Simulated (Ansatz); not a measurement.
B in Ansatz, settings compared

Launch command:

```bash
ansatz run input.yaml --threads 1 --pin off --max-ram 2560MiB --backend cpu --events-out ev --progress --plain --runs-dir out
```

Input:

```yaml
crystal:
  lattice:
    - [0.0, 1.988957, 1.988957]
    - [1.988957, 0.0, 1.988957]
    - [1.988957, 1.988957, 0.0]
  atoms:
    - { symbol: B, position: [0.0, 0.0, 0.0] }
    - { symbol: B, position: [0.5, 0.0, 0.0] }
    - { symbol: B, position: [0.0, 0.0, 0.5] }
    - { symbol: B, position: [0.0, 0.5, 0.0] }
  symmetry: { tolerance: 0.0003 }
kpoints:
  mp_grid: { grid: [8, 8, 8], shift: [0, 0, 0] }
magnetization:
  spin_polarized: false
scf:
  occupations: { method: fermi_dirac }
hamiltonian:
  pseudopotentials: { kind: paw }
  xc: r2scan
basis:
  ecutwfc: 500
output:
  forces: true
  stress: true
  eigenvalues: true
relax:
  max_steps: 40
  cell: {}
```

Origin of the cell: a known structure type with other elements, at an estimated volume, so it need not be a known compound.

The smearing width isn't typed, so it takes its default of 0.1 eV.

Output of this run (shortened):

```
Pseudopotentials: kind: paw
Pseudopotential: B, paw, valence charge 3, recommended cutoff 500 eV (meta_gga), B.paw.azcp
Functional definition: r2SCAN
  exchange = r2scan_x(k0 = k0, k1 = k1, a1 = a1)
  correlation = r2scan_c
Crystal: 4 atoms, lattice volume = 15.736 Å³
Basis set: ecut = 500 eV, 411 PW (Γ), exchange–correlation on 96×96×96 points (64 copies of the dense FFT grid, shifted against one another)
Bands: 10, of which v1, the nominal top of the filled ones, is band 6 counted from 1 (5 counted from 0)
Symmetry: 48 space group operations
Space group: Fd-3m (ITA 227), of the structure as read, at distance tolerance 7.5e-4 Å
k-points: 29 of 512
[… 3 lines left out …]
Initial density: superposition of atomic densities (neutral atoms: chi_scale 0, normalization atom), corrected by the library's trained network
Functional: x = r2scan, c = r2scan; τ floored in thin density (d = 2e-4 eV/Å³)
SCF iter   1: F=—  HF=-610.482343 eV  Δρ=4.61e-2  dr2=2.05e-1  dr2_τ=2.33e0
SCF iter   2: F=—  HF=-610.526857 eV  Δρ=2.05e-2  dr2=3.24e-2  dr2_τ=4.39e-4
SCF iter   3: F=—  HF=-610.520944 eV  Δρ=1.76e-3  dr2=2.98e-4  dr2_τ=2.70e-5
SCF iter   4: F=—  HF=-610.521061 eV  Δρ=4.47e-4  dr2=1.08e-5  dr2_τ=2.09e-6
SCF iter   5: F=—  HF=-610.521068 eV  Δρ=7.61e-5  dr2=2.72e-7  dr2_τ=2.43e-8
SCF iter   6: F=-610.521068 eV  HF=-610.521068 eV  Δρ=5.18e-6  dr2=1.67e-9  dr2_τ=1.99e-10
relax step   1: F+E_penalty+E_count = -610.521068 eV  Δ(F+E_penalty+E_count) = +0.000e0 eV  max|allowed force component| = 0.0 eV/Å  Δτ_max = 0.0000 Å  P = +443.716 GPa  Ω = 15.736 Å³  (6 SCF […]
relax step   2: F+E_penalty+E_count = -615.842258 eV  Δ(F+E_penalty+E_count) = -5.321e0 eV  max|allowed force component| = 0.0 eV/Å  Δτ_max = 0.0000 Å  P = +275.957 GPa  Ω = 18.152 Å³  energy […]
relax step   3: F+E_penalty+E_count = -619.395639 eV  Δ(F+E_penalty+E_count) = -3.553e0 eV  max|allowed force component| = 0.0 eV/Å  Δτ_max = 0.0000 Å  P = +162.779 GPa  Ω = 20.803 Å³  energy […]
relax step   4: F+E_penalty+E_count = -621.592925 eV  Δ(F+E_penalty+E_count) = -2.197e0 eV  max|allowed force component| = 0.0 eV/Å  Δτ_max = 0.0000 Å  P = +86.457 GPa  Ω = 23.700 Å³  energy […]
relax step   5: F+E_penalty+E_count = -622.767741 eV  Δ(F+E_penalty+E_count) = -1.175e0 eV  max|allowed force component| = 0.0 eV/Å  Δτ_max = 0.0000 Å  P = +34.188 GPa  Ω = 26.938 Å³  energy […]
relax step   6: F+E_penalty+E_count = -623.109490 eV  Δ(F+E_penalty+E_count) = -3.417e-1 eV  max|allowed force component| = 0.0 eV/Å  Δτ_max = 0.0000 Å  P = -0.104 GPa  Ω = 30.459 Å³  energy […]
relax step   7: F+E_penalty+E_count = -623.109497 eV  Δ(F+E_penalty+E_count) = -7.041e-6 eV  max|allowed force component| = 0.0 eV/Å  Δτ_max = 0.0000 Å  P = +0.001 GPa  Ω = 30.445 Å³  energy […]
relax step   8: F+E_penalty+E_count = -623.228173 eV  Δ(F+E_penalty+E_count) = -1.187e-1 eV  max|allowed force component| = 0.0 eV/Å  Δτ_max = 0.0000 Å  P = +3.410 GPa  Ω = 30.445 Å³  stress off target by 3.41e0 GPa […]
relax step   9: F+E_penalty+E_count = -623.233283 eV  Δ(F+E_penalty+E_count) = -5.110e-3 eV  max|allowed force component| = 0.0 eV/Å  Δτ_max = 0.0000 Å  P = +0.233 GPa  Ω = 30.905 Å³  energy […]
relax step  10: F+E_penalty+E_count = -623.233304 eV  Δ(F+E_penalty+E_count) = -2.011e-5 eV  max|allowed force component| = 0.0 eV/Å  Δτ_max = 0.0000 Å  P = -0.001 GPa  Ω = 30.940 Å³  energy […]
relax step  11: F+E_penalty+E_count = -623.233366 eV  Δ(F+E_penalty+E_count) = -6.206e-5 eV  max|allowed force component| = 0.0 eV/Å  Δτ_max = 0.0000 Å  P = -0.001 GPa  Ω = 30.940 Å³  stress off target by 7.50e-4 GPa […]
SCF 11 converged in 4 iterations: F = -623.233366 eV  dr2 = 2.20e-12
basis re-selected at this cell: Δ(F+E_penalty+E_count) = -6.206e-5 eV, ΔP = +0.000 GPa vs the last step (what re-selecting the basis moved, of the pressure what is left beyond the Pulay corre […]
SCF converged after 4 iterations
Free energy (F): -623.233366 eV
Harris-Foulkes:  -623.233366 eV  (|F-HF|=4.55e-13)
Internal energy: -623.212870 eV  (E = F + TS)
E sigma→0 (E₀):  -623.223118 eV
Entropy (-TS):   -0.020496 eV (-5.124 meV/atom)
Fermi energy:    8.189783 eV
--- Per-component energies (eV) ---
  E_band       = 15.153194
  E_kinetic    = 195.255766
  E_local      = -120.531535  (includes V_loc(G=0)·N_el)
  E_nonlocal   = 44.737980
  E_hartree    = 31.298501
  E_xc         = -124.413699
  E_vxc        = -163.805039  (∫ρ·V_xc dr)
  E_paw        = -320.128668  (= ΣΔE_a)
  E_vpaw       = -11.133984  (= ΣTr[D̂ρ^β])
  E_aug_tail   = -0.000005  (compensation charges beyond the density's cutoff)
  E_vtau       = 8.033023  (kinetic-family band-sum trace: ∫τ·v_τ [+ j·A + Jᵃ·Aᵃ] dr)
  E_ewald      = -329.357441
  E_core_change = -0.073768  (= ΣΔE_core)
  E_smearing   = -0.020496  (= −TS)
  Σ components = -623.233366   (vs F -623.233366, Δ=0.00e0)
--- Forces (eV/Å), atoms counted from 1 ---
  atom   1  B      0.000000     0.000000     0.000000
  atom   2  B      0.000000     0.000000    -0.000000
  atom   3  B      0.000000     0.000000     0.000000
  atom   4  B      0.000000     0.000000     0.000000
  max |Σ_I F_I| component: 0.0 eV/Å
--- Stress (GPa, compression-positive) ---
       -0.000750      -0.000000      -0.000000
       -0.000000      -0.000750      -0.000000
       -0.000000      -0.000000      -0.000750
  P = ⅓ Tr σ = -0.0007 GPa (-0.007 kbar)
--- Relaxed structure (9 steps of the walk, 9 accepted, 2 SCFs on fresh bases) ---
  F+E_penalty+E_count = -623.233366 eV   max|allowed force component| = 0.0 eV/Å   (the final SCF, on the basis selected at the relaxed cell)
  cell:  # Å, volume = 30.9400 Å³
    - [0.0, 2.491707, 2.491707]
    - [2.491707, 0.0, 2.491707]
    - [2.491707, 2.491707, 0.0]
  atoms:
    - { symbol: B, position: [0.0, 0.0, 0.0] }
    - { symbol: B, position: [0.5, 2.775e-17, -2.775e-17] }
    - { symbol: B, position: [-2.775e-17, 2.775e-17, 0.5] }
    - { symbol: B, position: [0.0, 0.5, 0.0] }
```

The same input was run again with these changes:

1. `accuracy` default → high
2. `accuracy` default → medium; `basis.xc_grid` default → 3
3. `scf.eigensolver.kind` default → davidson; `basis.precision` default → f64; `scf.mixing.preconditioner` default → kerker
4. `scf.lower_state_search` default → standard

```csv
run,end,SCF iterations,volume (Å³/atom),max force component (eV/Å),moment (μB),ΔE(σ→0) (meV/atom)
base,converged,51,7.74,0.000,–,0
1,converged,51,7.74,0.000,–,0.00
2,converged,51,7.74,0.000,–,0.00
3,converged,57,7.73,0.000,–,0.00
4,converged,57,7.74,0.000,–,0.00
```

Energies are compared only where functional, datasets, charge and starting cell are the same.

Caveats of the base run: the k mesh is coarse if the cell is a metal; the relaxation held the start's symmetry, so the end may be a saddle point.

Run 4: the end state was compared with a single point and may differ.

The base run ran for 15 s on 1 thread of Intel(R) Xeon(R) Platinum 8259CL CPU @ 2.50GHz (Skylake/Cascade Lake), on a shared host, peak memory 0.48 GiB, from the program's own first density.
